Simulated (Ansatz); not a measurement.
**Be: strain and displacement**

```xyz
4
Lattice="3.7468 0.0000 0.0000 0.0000 3.7468 0.0000 0.0000 0.0000 2.2813" Properties=species:S:1:pos:R:3 pbc="T T T"
Be    1.1143    1.1143    0.0000
Be    2.6325    2.6325    0.0000
Be    0.7591    2.9877    1.1406
Be    2.9877    0.7591    1.1406
```

Atoms are numbered in the order listed.

Structure from Materials Project entry mp-1008501 (possibly hypothetical), not relaxed further.

These are results of Ansatz 0.2.0, DFT, PBEsol, all-electron PAW with datasets made for the crystal, scalar-relativistic, not measurements.

Sampling and basis: a Γ-centred 9×9×14 k mesh, Fermi–Dirac smearing of 0.05 eV, cutoff 240 eV (chosen by the program for this cell), no spin polarisation.

The unchanged cell is at -1.20 GPa.

In a metal, stresses and small energies carry noise from the k mesh.

x, y and z are the Cartesian axes of the cell as listed; fractional coordinates follow a strain, and an engineering shear is twice the off-diagonal strain component.

Question: One change gave: energy change +11 meV/atom; stress change (xx, yy, zz, yz, xz, xy) 0.31, 0.31, 0.13, -5.19, -5.19, -4.01 GPa, compression positive; change of the force on Be1 (-0.019, -0.019, -0.074) eV/Å. Which change was it?
A. equal xy, yz and zx engineering shear strains of +1 %
B. equal xy, yz and zx engineering shear strains of +2 %
C. equal xy, yz and zx engineering shear strains of +3 %
D. equal xy, yz and zx engineering shear strains of -2 %
E. equal xy, yz and zx engineering shear strains of -3 %
F. equal xy, yz and zx engineering shear strains of -1 %

Answer: C. For equal xy, yz and zx engineering shear strains of -3 %: energy change +10 meV/atom; stress change (xx, yy, zz, yz, xz, xy) 0.37, 0.37, 0.04, 4.92, 4.92, 3.73 GPa, compression positive; change of the force on Be1 (0.028, 0.028, 0.125) eV/Å. For equal xy, yz and zx engineering shear strains of -1 %: energy change +1 meV/atom; stress change (xx, yy, zz, yz, xz, xy) 0.04, 0.04, 0.01, 1.65, 1.65, 1.33 GPa, compression positive; change of the force on Be2 (-0.007, -0.007, -0.037) eV/Å. For equal xy, yz and zx engineering shear strains of +2 %: energy change +5 meV/atom; stress change (xx, yy, zz, yz, xz, xy) 0.14, 0.14, 0.05, -3.42, -3.42, -2.70 GPa, compression positive; change of the force on Be1 (-0.013, -0.013, -0.055) eV/Å. For equal xy, yz and zx engineering shear strains of -2 %: energy change +5 meV/atom; stress change (xx, yy, zz, yz, xz, xy) 0.16, 0.16, 0.03, 3.29, 3.29, 2.57 GPa, compression positive; change of the force on Be1 (0.017, 0.017, 0.078) eV/Å. For equal xy, yz and zx engineering shear strains of +1 %: energy change +1 meV/atom; stress change (xx, yy, zz, yz, xz, xy) 0.03, 0.03, 0.01, -1.68, -1.68, -1.36 GPa, compression positive; change of the force on Be1 (-0.007, -0.007, -0.031) eV/Å.
